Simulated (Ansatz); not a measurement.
TiPt (CsCl type)

```xyz
2
Lattice="3.1149 0.0000 0.0000 0.0000 3.1149 0.0000 0.0000 0.0000 3.1149" Properties=species:S:1:pos:R:3 pbc="T T T"
Ti     1.5575     1.5575     1.5575
Pt     0.0000     0.0000     0.0000
```

The slice is a {110} plane (indices of the conventional cell) through the point (0.000, 0.000, 0.000) (fractional), spanned by u = [100] and v = [011] in vectors of this cell: u (3.11 Å) and v (4.41 Å, at 90° to u). It covers one period; positions are fractions (u, v).

Computed with LDA (plane waves to 420 eV, PAW, scalar-relativistic; Ansatz, a program for electronic structure). k mesh 15×15×15. Inside the PAW spheres the values are not all-electron values, and peaks at nuclei hang on which shells count as valence. Spin-orbit coupling is left out, though Pt is heavy. TiPt is run without spin polarisation. TiPt was relaxed with its symmetry unable to fall.

What is the valence density on the shortest Ti–Pt line in this plane (2.70 Å), at its minimum between the atoms?

0.31 e/Å³.

What is the ELF at the density minimum of the shortest Ti–Pt line in this plane (2.70 Å)?

0.2.

Predict the map of the electron localisation function (ELF) on the slice.


```
|xxxxxx997755333333333333557799xxxx|
|xxxx9988664433333333333344668899xx|
|9999887755444444333344444455778899|
|7777665544444444333344444444556677|
|5555444444443322111122334444444455|
|4444444444331100000000113344444444|
|4444444422110011111111001122444444|
|5544332200113366777766331100223344|
|4433220000448899999999884400002233|
|33220000227799xxxxxxxx997722000022|
|221100003388xxxxxxxxxxxx8833000011|
|221100004499xxxxxxxxxxxx9944000011|
|221100003388xxxxxxxxxxxx8833000011|
|33220000227799xxxxxxxx997722000022|
|4433220000448899999999884400002233|
|5544332200113366777766331100223344|
|4444444422110011111111001122444444|
|4444444444331100000000113344444444|
|5555444444443322111122334444444455|
|7777665544444444333344444444556677|
|9999887755444444333344444455778899|
|xxxx9988664433333333333344668899xx|
|xxxxxx997755333333333333557799xxxx|
|xxxxxx997755333333333333557799xxxx|
```
Scale: ten equal steps from 0.09 (start of '0') to 0.65 (end of '9'), in the order '0123456789'. Values: electron localisation function (ELF). The map has 17 points along u (two characters each, u = 0 at the left) and 24 along v (v = 0 in the bottom row). Points within 0.5 Å of a nucleus are blanked (x), as the pseudised field means little there.
